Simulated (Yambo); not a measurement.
Yambo run on SrCaI₄ (space group P2/m, No. 10). The wavefunctions come from this Quantum ESPRESSO step (PBEsol, PseudoDojo standard norm-conserving files, scalar-relativistic):

```
&CONTROL
  calculation = 'nscf'
  pseudo_dir = './pseudo'
  outdir = './out'
/
&SYSTEM
  ibrav = 0
  nat = 6
  ntyp = 3
  ecutwfc = 70.0
  ecutrho = 280.0
  occupations = 'fixed'
  force_symmorphic = .true.
  nbnd = 374
/
&ELECTRONS
  conv_thr = 6.000000000000001e-09
  diago_full_acc = .true.
  diago_thr_init = 1e-08
/
ATOMIC_SPECIES
Ca 40.0780 Ca.upf
Sr 87.6200 Sr.upf
I 126.9045 I.upf
CELL_PARAMETERS angstrom
  6.908608271000   0.000000000000   0.003529022000
  0.000000000000   4.568317574000   0.000000000000
 -0.026401954000   0.000000000000   7.947030566000
ATOMIC_POSITIONS crystal
Ca   0.000000000000   0.500000000000   0.500000000000
Sr   0.000000000000   0.000000000000   0.000000000000
I   0.255314120900   0.000000000000   0.345406829400
I   0.744685879100   0.000000000000   0.654593170600
I   0.264635556100   0.500000000000   0.820960599200
I   0.735364443900   0.500000000000   0.179039400800
K_POINTS automatic
2 2 1 0 0 0
```

Yambo input:

```
rim_cut
gw0
dyson
el_el_corr
HF_and_locXC
ppa
em1d
RandQpts= 1000000
RandGvec= 1 Ry
EXXRLvcs= 70 Ry
VXCRLvcs= 280 Ry
Chimod= "HARTREE"
% BndsRnXp
 1 | 373 |
%
NGsBlkXp= 7 Ry
% LongDrXp
 1.0 | 1.0 | 1.0 |
%
PPAPntXp= 27.2114 eV
% GbndRnge
 1 | 373 |
%
GTermKind= "BG"
DysSolver= "n"
ExtendOut
% QPkrange
 1 | 1 | 24 | 25 |
 2 | 2 | 24 | 25 |
 3 | 3 | 24 | 25 |
 4 | 4 | 24 | 25 |
%
```

k points by index: 1 = Γ, 2 = (0, -0.5, 0), 3 = (-0.5, 0, 0), 4 = (-0.5, -0.5, 0).

Resulting energies as the program prints them:

```
#    K-point    Band    Eo [eV]    E [eV]    E-Eo [eV]    Vxc [eV]    Vnlxc [eV]    Sc|Eo [eV]    Sc|E [eV]    dSc/dw|Eo [eV]    Re(Z)    Im(Z)
#
    1    24    0.000000    -1.143146    -1.143146    -11.49227    -14.22310    1.317424    1.587686    -6.432669    0.808800    -0.001442
    1    25    3.380257    4.253832    0.873575    -9.214130    -4.541536    -3.618217    -3.799019    -5.630957    0.828544    -0.001354
    2    24    -0.700502    -1.922215    -1.221713    -11.05706    -14.02011    1.449579    1.741328    -6.497520    0.807243    -0.001502
    2    25    4.240772    5.545455    1.304683    -11.41792    -5.676893    -4.141627    -4.436347    -6.146067    0.815749    -0.001477
    3    24    -0.469317    -1.712769    -1.243452    -11.28326    -14.31909    1.495821    1.792375    -6.489093    0.807445    -0.001433
    3    25    3.608591    4.637186    1.028595    -9.912279    -4.856696    -3.807753    -4.026987    -5.798854    0.824329    -0.001559
    4    24    -0.685579    -1.868345    -1.182766    -11.18581    -14.05334    1.401042    1.684763    -6.526780    0.806543    -0.001482
    4    25    4.294050    5.589043    1.294993    -11.40786    -5.704634    -4.114951    -4.408230    -6.161790    0.815364    -0.001437
```
(The two width columns are left out.) Convergence of these settings isn't established.

Spin-orbit coupling is not included.

Geometry relaxed with PBE+D3(BJ).

The structure is a Materials Project entry; no match was found in the copy of COD used, and its stability was not checked.
